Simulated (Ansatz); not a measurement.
An Ansatz (a first-principles code) run. Input:

Ansatz 0.2 input:
```yaml
crystal:
  lattice:
    - [-2.6234399909, 2.6234399909, 4.7764073636]
    - [2.6234399909, -2.6234399909, 4.7764073636]
    - [2.6234399909, 2.6234399909, -4.7764073636]
  atoms:
    - { symbol: Ta, position: [0.1972363824, 0.1972363824, 0.0] }
    - { symbol: Ta, position: [0.8027636176, 0.8027636176, 0.0] }
    - { symbol: O, position: [0.0, 0.0, 0.0] }
    - { symbol: O, position: [0.5, 0.0, 0.0] }
    - { symbol: O, position: [0.0, 0.0, 0.5] }
    - { symbol: O, position: [0.0, 0.5, 0.0] }
    - { symbol: O, position: [0.5, 0.5, 0.5] }
kpoints:
  mp_grid: { grid: [6, 6, 6] }
  band_path:
    path:
      - [[0.0, 0.0, 0.0], [0.0, 0.0, 0.5], [0.25, 0.25, 0.25], [0.0, 0.5, 0.0], [0.0, 0.0, 0.0], [0.5, 0.5, -0.5], [0.3254187898, 0.6745812102, -0.3254187898]]  # Γ-X-P-N-Γ-M-S
      - [[-0.3254187898, 0.3254187898, 0.3254187898], [0.0, 0.0, 0.0]]  # S_0-Γ
      - [[0.0, 0.0, 0.5], [-0.1508375796, 0.1508375796, 0.5]]  # X-R
      - [[0.5, 0.5, -0.1508375796], [0.5, 0.5, -0.5]]  # G-M
      - [VBM, CBM]
    npoints: 8
hamiltonian:
  xc: r2scan
  pseudopotentials: { kind: paw }
magnetization: { noncollinear: true, spin_orbit: true }
scf:
  n_extra_bands: 14
  convergence: { dr2_threshold: 0.0000000001 }
  occupations: { method: gaussian, width: 0.01 }
checkpoint: { write: soc.run }
output: { eigenvalues: true }
```

Output (shortened):

```
Pseudopotential: Ta, paw_fr, valence charge 13
Pseudopotential: O, paw_fr, valence charge 6
Functional definition: r2SCAN
non-collinear run that drives no moment, with spin-orbit …
Crystal: 7 atoms, lattice volume = 131.493 Å³
Basis set: ecut = 500 eV, 3321 PW (Γ), exchange–correlation on 180×180×180 points (64 copies of the dense FFT grid, shifted against one another)
Bands: 70, of which v1, the nominal top of the filled ones, is band 56 counted from 1 (55 counted from 0)
Symmetry: 16 space group operations + 16 with time reversal
k-points: 30 of 216
Projection manifold: j_resolved (fully-relativistic pseudo-atomic orbitals)
SCF iter   1: F=—  HF=-22692.126347 eV  |F-HF|=—  |Δ(HF+E_count)|=         —  Δρ=7.01e-2  dr2=6.91e0  dr2_τ=2.75e-1  dr2_m=0.00e0 (ungated)  ethr=3.10e-3  |M|=0.00e0 ∫|m|=0.00e0 μB  |m|>n=0.0e0 m-floor=0.0e0 τ_xc=0.0e0  β_m=0.30  ⟨swp⟩=6.1  Hψ=5112  notcnv=0  defer=14
preconditioner: auto → Resta (q_TF=auto, 2.366 Å⁻¹)
spin=Noncollinear: Resta preconditioning applied to the charge; magnetization (m_x, m_y, m_z) channels mix plain (no charge-response kernel on spin).
SCF iter   2: F=—  HF=-22690.936442 eV  |F-HF|=—  |Δ(HF+E_count)|=    1.19e0  Δρ=4.01e-2  dr2=2.09e0  dr2_τ=4.84e-2  dr2_m=0.00e0 (ungated)  ethr=3.10e-3  |M|=0.00e0 ∫|m|=0.00e0 μB  |m|>n=0.0e0 m-floor=0.0e0 τ_xc=0.0e0  β_m=0.44  ⟨swp⟩=2.0  Hψ=1892  notcnv=0  defer=228
SCF iter   3: F=—  HF=-22690.971239 eV  |F-HF|=—  |Δ(HF+E_count)|=   3.48e-2  Δρ=1.91e-2  dr2=5.05e-1  dr2_τ=6.52e-3  dr2_m=0.00e0 (ungated)  ethr=3.10e-3  |M|=0.00e0 ∫|m|=0.00e0 μB  |m|>n=0.0e0 m-floor=0.0e0 τ_xc=0.0e0  β_m=0.62  ⟨swp⟩=2.7  Hψ=1379  notcnv=0  defer=228
SCF iter   4: F=—  HF=-22690.955659 eV  |F-HF|=—  |Δ(HF+E_count)|=   1.56e-2  Δρ=4.69e-3  dr2=3.33e-2  dr2_τ=6.90e-4  dr2_m=0.00e0 (ungated)  ethr=9.02e-4  |M|=0.00e0 ∫|m|=0.00e0 μB  |m|>n=0.0e0 m-floor=0.0e0 τ_xc=0.0e0  β_m=0.77  ⟨swp⟩=2.8  Hψ=1894  notcnv=0  defer=226
SCF iter   5: F=—  HF=-22690.965555 eV  |F-HF|=—  |Δ(HF+E_count)|=   9.90e-3  Δρ=3.37e-3  dr2=1.61e-2  dr2_τ=4.46e-4  dr2_m=0.00e0 (ungated)  ethr=5.95e-5  |M|=0.00e0 ∫|m|=0.00e0 μB  |m|>n=0.0e0 m-floor=0.0e0 τ_xc=0.0e0  β_m=0.72  ⟨swp⟩=2.6  Hψ=1724  notcnv=0  defer=226
SCF iter   6: F=—  HF=-22690.967698 eV  |F-HF|=—  |Δ(HF+E_count)|=   2.14e-3  Δρ=9.32e-4  dr2=1.10e-3  dr2_τ=2.72e-5  dr2_m=0.00e0 (ungated)  ethr=2.87e-5  |M|=0.00e0 ∫|m|=0.00e0 μB  |m|>n=0.0e0 m-floor=0.0e0 τ_xc=0.0e0  β_m=0.86  ⟨swp⟩=2.3  Hψ=1791  notcnv=0  defer=226
SCF iter   7: F=—  HF=-22690.969216 eV  |F-HF|=—  |Δ(HF+E_count)|=   1.52e-3  Δρ=2.36e-4  dr2=8.03e-5  dr2_τ=1.85e-6  dr2_m=0.00e0 (ungated)  ethr=1.97e-6  |M|=0.00e0 ∫|m|=0.00e0 μB  |m|>n=0.0e0 m-floor=0.0e0 τ_xc=0.0e0  β_m=0.93  ⟨swp⟩=2.8  Hψ=1691  notcnv=0  defer=226
SCF iter   8: F=—  HF=-22690.969385 eV  |F-HF|=—  |Δ(HF+E_count)|=   1.69e-4  Δρ=4.42e-5  dr2=2.86e-6  dr2_τ=7.46e-8  dr2_m=0.00e0 (ungated)  ethr=1.43e-7  |M|=0.00e0 ∫|m|=0.00e0 μB  |m|>n=0.0e0 m-floor=0.0e0 τ_xc=0.0e0  β_m=0.96  ⟨swp⟩=2.1  Hψ=1452  notcnv=0  defer=226
SCF iter  12: F=-22690.969506 eV  HF=-22690.969506 eV  |F-HF|=8.00e-11  |Δ(HF+E_count)|=   4.89e-9  Δρ=1.03e-7  dr2=2.66e-11  dr2_τ=2.26e-13  dr2_m=0.00e0 (ungated)  ethr=1.00e-12  |M|=0.00e0 ∫|m|=0.00e0 μB  |m|>n=0.0e0 m-floor=0.0e0 τ_xc=0.0e0  ⟨swp⟩=9.6  Hψ=4867  notcnv=0
SCF 1 converged in 12 iterations: F = -22690.969506 eV  dr2 = 2.66e-11
NSCF: frozen V_eff on 30 k-points
NSCF: frozen V_eff on 30 k-points
NSCF: frozen V_eff on 30 k-points
NSCF: frozen V_eff on 30 k-points
NSCF: frozen V_eff on 23 k-points
NSCF: frozen V_eff on 3 k-points
NSCF: frozen V_eff on 3 k-points
NSCF: frozen V_eff on 3 k-points
NSCF: frozen V_eff on 3 k-points
NSCF: frozen V_eff on 85 k-points
SCF converged after 12 iterations
Magnetization: |M| = 0.0000 μB,  M = (+0.0000, +0.0000, +0.0000) μB
Absolute magnetization: 0.0000 μB (∫|m|)
  site 0: m = (+0.0000, +0.0000, +0.0000) μB, |m| = 0.0000 μB  (R = 0.78 Å)
  site 1: m = (+0.0000, +0.0000, +0.0000) μB, |m| = 0.0000 μB  (R = 0.78 Å)
  site 2: m = (+0.0000, +0.0000, +0.0000) μB, |m| = 0.0000 μB  (R = 0.78 Å)
  site 3: m = (+0.0000, +0.0000, +0.0000) μB, |m| = 0.0000 μB  (R = 0.79 Å)
  site 4: m = (+0.0000, +0.0000, +0.0000) μB, |m| = 0.0000 μB  (R = 0.79 Å)
  site 5: m = (+0.0000, +0.0000, +0.0000) μB, |m| = 0.0000 μB  (R = 0.79 Å)
  site 6: m = (+0.0000, +0.0000, +0.0000) μB, |m| = 0.0000 μB  (R = 0.79 Å)
Free energy (F): -22690.969506 eV
Harris-Foulkes:  -22690.969506 eV  (|F-HF|=8.00e-11)
Internal energy: -22690.969506 eV  (E = F + TS)
E sigma→0 (E₀):  -22690.969506 eV
Fermi energy:    5.079843 eV
--- Per-component energies (eV) ---
  E_band       = -788.645108
  E_kinetic    = 1605.913131
  E_local      = -5725.223468  (includes V_loc(G=0)·N_el)
  E_nonlocal   = 260.815389
  E_hartree    = 2202.914348
  E_xc         = -770.795780
  E_vxc        = -966.517392  (∫ρ·V_xc dr)
  E_paw        = -17593.193383  (= ΣΔE_a)
  E_vpaw       = -426.537032  (= ΣTr[D̂ρ^β])
  E_aug_tail   = 0.005196  (compensation charges beyond the density's cutoff)
  E_vtau       = 57.070273  (kinetic-family band-sum trace: ∫τ·v_τ [+ j·A + Jᵃ·Aᵃ] dr)
  E_ewald      = -2669.679375
  E_core_change = -1.725565  (= ΣΔE_core)
  E_smearing   =  0.000000  (= −TS)
  E_closure    = 0.000000  (closes the sum)
  Σ components = -22690.969506   (vs F -22690.969506, Δ=0.00e0)
  [band-id]    e_kinetic+e_local+e_nonlocal+2·e_hartree+e_vxc+e_vpaw+e_augmentation_tail+e_vtau = -788.645206   (vs E_band -788.645108, Δ=-9.82e-5)
--- Band table (eV; the first three rows and the last of 30) ---
  k-point 0: bands = ["-65.9261", "-65.9261", "-65.9239", "-65.9239", "-38.2139", "-38.2139", "-38.1675", "-38.1675", "-29.8325", "-29.8325", "-29.6751", "-29.6751", "-29.6428", "-29.6428", "-29.4793", "-29.4793", "-15.6863", "-15.6863", "-15.0324", …
  k-point 1: bands = ["-65.9259", "-65.9259", "-65.9241", "-65.9241", "-38.2098", "-38.2098", "-38.1717", "-38.1717", "-29.8250", "-29.8250", "-29.6667", "-29.6667", "-29.6374", "-29.6374", "-29.5029", "-29.5029", "-15.6457", "-15.6457", "-14.9232", …
  k-point 2: bands = ["-65.9255", "-65.9255", "-65.9245", "-65.9245", "-38.2017", "-38.2017", "-38.1800", "-38.1800", "-29.8150", "-29.8150", "-29.6913", "-29.6913", "-29.5903", "-29.5903", "-29.5374", "-29.5374", "-15.5986", "-15.5986", "-14.8124", …
  k-point 29: bands = ["-65.9255", "-65.9255", "-65.9245", "-65.9245", "-38.2006", "-38.2006", "-38.1811", "-38.1811", "-29.7547", "-29.7547", "-29.7225", "-29.7225", "-29.6807", "-29.6807", "-29.4735", "-29.4735", "-15.5184", "-15.5184", "-15.1689", …
```

Cost: roughly 11 core-minutes on shared cores.

Space group I4/mmm. The workflow started from a Materials Project entry (that database holds measured and hypothetical structures alike); the Crystallography Open Database copy checked does not list it. COD files the formula under space group No. 49, so this cell is another polymorph or a model. Its standing as an ambient phase is unchecked. The cell was relaxed with r²SCAN under the symmetry of its start. At this level the phase is dynamically unstable (imaginary phonons). No spin polarisation was allowed.

Potentials: the later of the program's two PAW sets.

Ansatz is a plane-wave DFT program.
